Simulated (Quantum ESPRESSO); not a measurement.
# Strain and stress in ZnAl2SiO6

The results below are calculated, not measured. They come from pw.x of Quantum ESPRESSO 7.5, a plane-wave density functional program, with PseudoDojo standard norm-conserving files (v0.5 for PBE, v0.4.1 for LDA and PBEsol). The cells are made up: elements, strain and atom displacements were drawn at random, and nothing was relaxed. There is no spin polarisation, spin-orbit coupling or dispersion term.

The cell has 10 sites of a corundum lattice. Sites 1 to 4 hold Zn Al Al Si; sites 5 to 10 hold O O O O O O. Cell vectors in Å: (2.466, 1.421, 4.489); (-2.471, 1.429, 4.489); (0.005, -2.850, 4.489). Settings: PBE, cutoff 1143 eV, 6 x 5 x 5 k mesh shifted by half a step, Fermi-Dirac smearing of 0.025 eV.

Each run adds a shear xy (given as the tensor component) to one cell, with the atoms carried along; the vectors above are those of run 4. Stress is positive in tension and P is minus a third of its trace. E is the free energy for each atom above the lowest run shown. The last column is band 34 less band 33 at Gamma, from a band step after each run.

```
run  strain (%)  s_xx (GPa)  s_yy (GPa)  s_zz (GPa)  s_xy (GPa)  P (GPa)  E (meV/atom)  level step at Gamma (eV)
  1       -2.45        6.90        6.50        5.85       -5.61    -6.42          7.72                     2.921
  2       -1.88        7.18        6.65        5.87       -4.28    -6.56          4.49                     2.932
  3       -1.32        7.38        6.76        5.87       -2.98    -6.67          2.15                     2.936
  4       -0.17        7.55        6.92        5.81       -0.31    -6.76          0.00                     2.934
  6        1.94        7.10        6.98        5.47        4.59    -6.51          5.12                     2.910
  7        2.25        6.94        6.95        5.39        5.31    -6.43          6.88                     2.905
  5        1.12           ?           ?           ?           ?        ?             ?                         ?
```

A rerun of one of these cells at 1437 eV and k mesh 8 x 7 x 7 moved values by no more than 0.003 eV in the cell's energy, 0.04 GPa in stress and 0.002 eV/Å in force.

## Worked fit

A parabola through the six runs shown gives s_xy = 0.09 + 2.32 e - 0.001 e² GPa, with e in per cent and a scatter of 0.01 GPa. The slope is a stiffness of 232 ± 1 GPa for each unit of this strain at e = 0, twice a shear constant under the stress shown, since the tensor component is half the shear angle. The atoms are clamped, and relaxing them would in general lower it. The error is the larger of the fit's own and the change that a cubic makes, rounded up.

## Withheld run

Question: what s_xy should run 5 give?

The fit gives 2.69 GPa. The calculation gave 2.68 GPa.

```
run  strain (%)  s_xx (GPa)  s_yy (GPa)  s_zz (GPa)  s_xy (GPa)  P (GPa)  E (meV/atom)  level step at Gamma (eV)
  5        1.12        7.40        7.00        5.63        2.68    -6.67          1.75                     2.922
```